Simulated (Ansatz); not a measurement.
AlPd:
```xyz
8
Lattice="4.8499 0.0000 0.0000 0.0000 4.8499 0.0000 0.0000 0.0000 4.8499" Properties=species:S:1:pos:R:3 pbc="T T T"
Al     4.0950     4.0950     4.0950
Al     3.1798     0.7549     1.6701
Al     1.6701     3.1798     0.7549
Al     0.7549     1.6701     3.1798
Pd     0.7155     0.7155     0.7155
Pd     1.7094     4.1344     3.1405
Pd     3.1405     1.7094     4.1344
Pd     4.1344     3.1405     1.7094
```

Relaxed with PBEsol. Special points in fractions of this cell's reciprocal vectors: Γ (0.000, 0.000, 0.000); X (0.000, 0.500, 0.000); M (0.500, 0.500, 0.000); R (0.500, 0.500, 0.500); X1 (0.500, 0.000, 0.000).

Q: List the band energies nearest the Fermi level at these points for PBEsol with spin–orbit coupling (plane waves, PAW; program Ansatz).

A: In eV from the Fermi level; about four levels below and three above (degenerate sets whole), none deeper than 8.9 eV; points with the same levels are listed once.

```json
[
 {"k": "Γ", "below": "-0.41 -0.41 -0.41 -0.41", "above": "3.92 3.92 3.92 3.92"},
 {"k": "X", "below": "-0.66 -0.66 -0.57 -0.57", "above": "1.25 1.25 1.26 1.26"},
 {"k": "M", "below": "-2.36 -2.36 -2.36 -2.36", "above": "0.34 0.34 0.34 0.34"},
 {"k": "R", "below": "-1.03 -1.03 -1.03 -1.03 -1.03 -1.03", "above": "6.62 6.62 6.72 6.72 6.72 6.72 6.72 6.72"}
]
```

Space group P2_13. The workflow started from a Materials Project entry (that database holds measured and hypothetical structures alike); the Crystallography Open Database copy checked does not list it. With Al and Pd taken as one species the cell has the higher symmetry Pa-3, so it may be an ordered model of a mixed-site phase. Whether it is the stable phase at ambient conditions was not checked. The PBEsol relaxation kept the symmetry of its start; of distortions, only those at the zone centre were tested. The run is not spin-polarised.

Potentials: the earlier of the program's two PAW sets.
